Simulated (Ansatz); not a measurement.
Input and command of a plane-wave DFT calculation in Ansatz:

```yaml
crystal:
  lattice:
    - [-6.7207267134, 6.7207267134, 5.5567721197]
    - [6.7207267134, -6.7207267134, 5.5567721197]
    - [6.7207267134, 6.7207267134, -5.5567721197]
  atoms:
    - { symbol: Te, position: [0.75, 0.25, 0.5] }
    - { symbol: Te, position: [0.0, 0.0, 0.0] }
    - { symbol: As, position: [0.375, 0.625, 0.25] }
    - { symbol: As, position: [0.375, 0.125, 0.75] }
    - { symbol: As, position: [0.375, 0.625, 0.75] }
    - { symbol: As, position: [0.875, 0.625, 0.25] }
basis:
  ecutwfc: 420
kpoints:
  mp_grid: { grid: [4, 4, 4] }
hamiltonian:
  xc: pbesol
scf:
  occupations: { method: gaussian, width: 0.1 }
  max_iter: 78
output:
  forces: true
  stress: true
  eigenvalues: true
```

```bash
ansatz run input.yaml --threads 1 --pin off --max-ram 2560MiB --backend cpu --events-out ev --progress --plain --runs-dir out
```

Processor: Oxide Virtual Turin-like Processor (Zen 5), 1 thread, on a host shared with other jobs.

**Question.** How long does it run, and how much memory does it take?

**Answer.** About 53 s on 1 thread of Oxide Virtual Turin-like Processor (Zen 5), with other jobs on the host, peak memory 1.3 GiB. It solves 56 bands at 13 k points (the mesh reduced by symmetry) with about 19635 plane waves, in 18 SCF iterations.
